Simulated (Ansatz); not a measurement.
# Ga3SbAs2 (ordering on zincblende) by several functionals

All numbers come from Ansatz 0.2.0. Non-magnetic throughout. Whether this structure exists isn't addressed.

The cell is an ordered 6-atom cell of Ga3SbAs2 on the zincblende lattice (P3m1); cell and atoms were relaxed with r2SCAN. It is trigonal, P3m1 (No. 156); a = 4.125 Å, c = 10.102 Å in the conventional setting, 24.81 Å³ an atom. As is surrounded by 4 Ga at 2.45–2.50 Å; As is surrounded by 4 Ga at 2.46–2.50 Å; Sb is surrounded by 4 Ga at 2.58–2.65 Å; Ga is surrounded by 4 As at 2.46–2.50 Å; Ga is surrounded by 3 As at 2.50 Å and 1 Sb at 2.65 Å; Ga is surrounded by 1 As at 2.45 Å and 3 Sb at 2.58 Å.

```cif
data_structure
_symmetry_space_group_name_H-M 'P 1'
_symmetry_Int_Tables_number 1
_cell_length_a 4.1249
_cell_length_b 4.1249
_cell_length_c 10.1016
_cell_angle_alpha 90.000
_cell_angle_beta 90.000
_cell_angle_gamma 120.000
_cell_volume 148.85
loop_
_atom_site_label
_atom_site_type_symbol
_atom_site_fract_x
_atom_site_fract_y
_atom_site_fract_z
_atom_site_occupancy
As1 As 0.00000 0.00000 0.00644 1
As2 As 0.33333 0.66667 0.32673 1
Sb1 Sb 0.66667 0.33333 0.66597 1
Ga1 Ga 0.33333 0.66667 0.08312 1
Ga2 Ga 0.66667 0.33333 0.40349 1
Ga3 Ga 0.00000 0.00000 0.76425 1
```

Relaxed lattice by functional, symmetry kept:

| functional | k mesh | a (Å) | c (Å) | volume (Å³/atom) |
| --- | --- | --- | --- | --- |
| PBE | 6×6×2 | 4.181 | 10.231 | 25.82 |
| r2SCAN | 6×6×2 | 4.125 | 10.102 | 24.81 |

On this one geometry the levels give:

| level | k mesh | gap (eV) | kind | edges | least direct gap (eV) | rough cost |
| --- | --- | --- | --- | --- | --- | --- |
| PBE | 12×12×4 | none (overlap 0.01) | – | – | – | 70 core-seconds |
| PBE+SOC | 12×12×4 | none (overlap 0.01) | – | – | – | 7 core-minutes |
| r2SCAN | 12×12×4 | 0 | – | – | – | 110 core-seconds |
| HSE06 | 6×6×2 | 0.26 | direct | Γ | 0.26 | 9 core-minutes |

All runs use a smearing of 0.02 eV.
Wave cutoffs: 420 eV, 500 eV (r2SCAN).
Costs come from shared machines and give only the order; PBE's includes the band path. The runs had 4 threads of Arm Neoverse V2 (shared host).

HSE06 gives a direct gap of 0.26 eV at Γ. With PBE+SOC the bands overlap by 0.01 eV (counted from 1, band 84 peaks at Γ–A (0.50 of the way from Γ) and band 85 bottoms out at A): no gap. With so small a gap spin-orbit coupling can invert the bands, which the size of the gap doesn't show: the edges may have crossed and parted again.

The levels disagree on the kind of gap: direct with HSE06; zero gap with r2SCAN; no gap with PBE, PBE+SOC.

Only the levels marked +SOC include spin-orbit coupling.

Gaps or overlaps of about a tenth of an eV are at the limit of these meshes: between the points read a gap can be smaller or closed.

The meshes of the hybrids are coarse, so their gaps aren't converged to the digits shown.
